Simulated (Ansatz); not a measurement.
BC5:
```cif
data_C10B2
_chemical_formula_sum 'B2 C10'
_space_group_name_H-M_alt 'I-4m2'
_space_group_IT_number 119
_space_group_name_Hall 'I -4 -2'
_cell_length_a 2.48515
_cell_length_b 2.48515
_cell_length_c 11.27678
_cell_angle_alpha 90.000
_cell_angle_beta 90.000
_cell_angle_gamma 90.000
loop_
_atom_site_label
_atom_site_type_symbol
_atom_site_symmetry_multiplicity
_atom_site_Wyckoff_symbol
_atom_site_fract_x
_atom_site_fract_y
_atom_site_fract_z
_atom_site_occupancy
B1 B 2 c 0.00000 0.50000 0.25000 1
C1 C 4 e 0.00000 0.00000 0.15613 1
C2 C 2 b 0.00000 0.00000 0.50000 1
C3 C 4 f 0.50000 0.00000 0.08006 1
```
(The calculation used a cell of 6 atoms; values per cell refer to that cell.)

Relaxed with LDA.

Problem. Which orbitals make up the states near the Fermi level in LDA (plane waves, PAW; program Ansatz)?

Solution. Within 0.5 eV of the Fermi level: C 2p 73 %, B 2p 23 %. Projections are on Löwdin-orthogonalised atomic valence shells; empty p or d shells of many metals are not among them.

Problem. Tabulate the density of states.

Solution. States/eV per cell of 6 atoms, in 0.25 eV bins, energy from the Fermi level.

| E (eV) | total | C 2p | B 2p | C 2s |
|---|---|---|---|---|
| -7.85 | 1.66 | 1.26 | 0.12 | 0.21 |
| -7.60 | 1.58 | 1.22 | 0.11 | 0.19 |
| -7.35 | 1.54 | 1.21 | 0.11 | 0.19 |
| -7.10 | 1.40 | 1.08 | 0.10 | 0.17 |
| -6.85 | 1.67 | 1.33 | 0.11 | 0.16 |
| -6.60 | 1.80 | 1.44 | 0.11 | 0.16 |
| -6.35 | 1.80 | 1.46 | 0.10 | 0.15 |
| -6.10 | 1.83 | 1.51 | 0.10 | 0.14 |
| -5.85 | 1.87 | 1.55 | 0.11 | 0.14 |
| -5.60 | 2.05 | 1.70 | 0.14 | 0.14 |
| -5.35 | 2.08 | 1.74 | 0.16 | 0.11 |
| -5.10 | 2.07 | 1.69 | 0.22 | 0.10 |
| -4.85 | 2.02 | 1.62 | 0.26 | 0.10 |
| -4.60 | 2.12 | 1.68 | 0.29 | 0.11 |
| -4.35 | 2.23 | 1.75 | 0.33 | 0.11 |
| -4.10 | 2.16 | 1.70 | 0.31 | 0.10 |
| -3.85 | 2.05 | 1.64 | 0.29 | 0.09 |
| -3.60 | 2.06 | 1.65 | 0.30 | 0.08 |
| -3.35 | 2.19 | 1.77 | 0.31 | 0.08 |
| -3.10 | 2.19 | 1.79 | 0.30 | 0.07 |
| -2.85 | 2.16 | 1.79 | 0.28 | 0.06 |
| -2.60 | 2.09 | 1.74 | 0.27 | 0.05 |
| -2.35 | 1.99 | 1.67 | 0.25 | 0.04 |
| -2.10 | 1.24 | 0.99 | 0.20 | 0.04 |
| -1.85 | 0.94 | 0.71 | 0.18 | 0.03 |
| -1.60 | 0.89 | 0.66 | 0.17 | 0.03 |
| -1.35 | 0.69 | 0.51 | 0.15 | 0.02 |
| -1.10 | 0.65 | 0.48 | 0.14 | 0.02 |
| -0.85 | 0.64 | 0.46 | 0.14 | 0.02 |
| -0.60 | 0.62 | 0.45 | 0.14 | 0.02 |
| -0.35 | 0.59 | 0.43 | 0.14 | 0.02 |
| -0.10 | 0.58 | 0.42 | 0.13 | 0.01 |
| 0.15 | 0.60 | 0.44 | 0.14 | 0.01 |
| 0.40 | 0.76 | 0.56 | 0.19 | 0.01 |
| 0.65 | 0.87 | 0.63 | 0.22 | 0.01 |
| 0.90 | 1.02 | 0.75 | 0.26 | 0.01 |
| 1.15 | 0.40 | 0.31 | 0.09 | 0.00 |
| 1.40 | 0.22 | 0.17 | 0.04 | 0.00 |
| 1.65 | 0.09 | 0.07 | 0.02 | 0.00 |
| 1.90 | 0.00 | 0.00 | 0.00 | 0.00 |
| 2.15 | 0.00 | 0.00 | 0.00 | 0.00 |
| 2.40 | 0.00 | 0.00 | 0.00 | 0.00 |
| 2.65 | 0.00 | 0.00 | 0.00 | 0.00 |
| 2.90 | 0.00 | 0.00 | 0.00 | 0.00 |
| 3.15 | 0.00 | 0.00 | 0.00 | 0.00 |
| 3.40 | 0.00 | 0.00 | 0.00 | 0.00 |
| 3.65 | 0.00 | 0.00 | 0.00 | 0.00 |
| 3.90 | 0.00 | 0.00 | 0.00 | 0.00 |
| 4.15 | 0.00 | 0.00 | 0.00 | 0.00 |
| 4.40 | 0.00 | 0.00 | 0.00 | 0.00 |
| 4.65 | 0.05 | 0.02 | 0.01 | 0.02 |

The first step of the workflow began from a Materials Project structure, measured or hypothetical; the Crystallography Open Database copy checked does not list it. Its standing as an ambient phase is unchecked. The cell was relaxed with LDA under the symmetry of its start; its stability against distortions is not shown here.

Potentials: the later of the program's two PAW sets.
